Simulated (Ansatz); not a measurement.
**As: levels along high-symmetry lines**

```yaml
crystal:
  lattice:
    - [1.87741, 1.08392, 3.70434]
    - [-1.87741, 1.08392, 3.70434]
    - [0.00000, -2.16785, 3.70434]
  atoms:
    - { symbol: As, position: [0.22443, 0.22443, 0.22443] }
    - { symbol: As, position: [0.77557, 0.77557, 0.77557] }
```

Atom numbers follow the list: As1, As2.

Conventional cell: a = 3.755 Å, b = 3.755 Å, c = 11.113 Å, α = 90.00°, β = 90.00°, γ = 120.00°. As (atom 1) is surrounded by 3 As at 2.52 Å.

Structure from Materials Project entry mp-11 (possibly hypothetical), not relaxed further.

Level of theory: Ansatz 0.2.0, DFT, PBEsol, all-electron LAPW, Dirac equation with spin-orbit coupling.

Sampling and basis: a Γ-centred 12×12×12 k mesh, Fermi–Dirac smearing of 0.05 eV, basis error target 0.5 meV/atom, no spin polarisation.

Points in fractions of the reciprocal vectors of this cell: Γ (0, 0, 0), T (0.5, 0.5, 0.5), H2 (0.776, 0.224, 0.5), H0 (0.5, -0.224, 0.224), L (0.5, 0, 0), S0 (0.362, -0.362, 0), S2 (0.638, 0, 0.362), F (0.5, 0, 0.5). The path joins them by straight lines in the order Γ–T–H2–H0–L–Γ–S0–S2–F; legs that retrace an earlier one aren't tabulated. Energies are in eV from the Fermi level.

**Question.** Metal or insulator at this level of theory?

**Answer.** No gap opens: metallic or semimetallic.

**Question.** Tabulate bands 44 to 49, counted from the lowest band of the run, along the path.

**Answer.** 
```tsv
k (1/Å)	point	band 44	band 45	band 46	band 47	band 48	band 49
0.00	Γ	-2.02	-1.80	-1.80	1.30	1.30	2.53
0.17		-1.97	-1.79	-1.79	1.34	1.34	2.35
0.34		-1.75	-1.52	-1.52	1.45	1.45	1.92
0.51		-1.69	-0.97	-0.97	1.36	1.36	1.61
0.68		-1.63	-0.69	-0.69	1.03	1.03	1.24
0.85	T	-1.60	-0.61	-0.61	0.90	0.90	1.10
1.03		-2.10	0.22	0.22	0.40	0.40	1.62
1.22		-3.10	-0.21	-0.21	0.78	0.78	3.26
1.40		-4.24	-0.61	-0.61	1.10	1.10	4.07
1.59		-5.20	-1.13	-1.13	1.28	1.28	4.58
1.77	H2	-5.12	-1.74	-1.74	1.16	1.16	4.83
1.90		-4.68	-2.25	-2.25	1.47	1.47	4.31
2.03		-3.97	-3.10	-3.10	2.26	2.26	3.40
2.17		-3.97	-3.10	-3.10	2.26	2.26	3.40
2.30		-4.68	-2.25	-2.25	1.47	1.47	4.31
2.43	H0	-5.12	-1.74	-1.74	1.16	1.16	4.83
2.58		-4.33	-2.21	-2.21	0.89	0.89	4.48
2.73		-3.34	-2.61	-2.61	0.58	0.58	3.59
2.88		-2.93	-2.25	-2.25	0.33	0.33	1.97
3.03		-3.11	-1.22	-1.22	0.20	0.20	0.43
3.18	L	-2.97	-0.72	-0.72	-0.41	-0.41	0.25
3.38		-2.89	-1.02	-1.02	-0.15	-0.15	0.67
3.58		-2.67	-1.51	-1.51	0.47	0.47	1.50
3.78		-2.37	-1.99	-1.99	1.25	1.25	2.24
3.98		-2.23	-2.00	-2.00	1.64	1.64	2.37
4.18	Γ	-2.02	-1.80	-1.80	1.30	1.30	2.53
4.43		-2.31	-2.13	-2.13	1.83	1.83	2.09
4.67		-2.47	-2.10	-2.10	1.01	1.01	1.83
4.91		-2.44	-2.13	-2.13	0.66	0.66	1.02
5.15		-2.90	-2.80	-2.80	1.30	1.30	1.62
5.39	S0	-3.62	-3.48	-3.48	2.57	2.57	3.08
5.51		-4.03	-2.84	-2.84	1.74	1.74	3.62
5.63		-4.32	-2.28	-2.28	1.01	1.01	4.31
5.75		-4.32	-2.28	-2.28	1.01	1.01	4.31
5.87		-4.03	-2.84	-2.84	1.74	1.74	3.62
5.98	S2	-3.62	-3.48	-3.48	2.57	2.57	3.08
6.08		-3.82	-3.68	-3.68	3.10	3.10	3.31
6.17		-3.98	-3.82	-3.82	2.68	2.68	3.80
6.26		-4.09	-3.90	-3.90	2.00	2.00	4.35
6.35		-4.16	-3.91	-3.91	1.50	1.50	4.77
6.45	F	-4.18	-3.90	-3.90	1.32	1.32	4.93
```
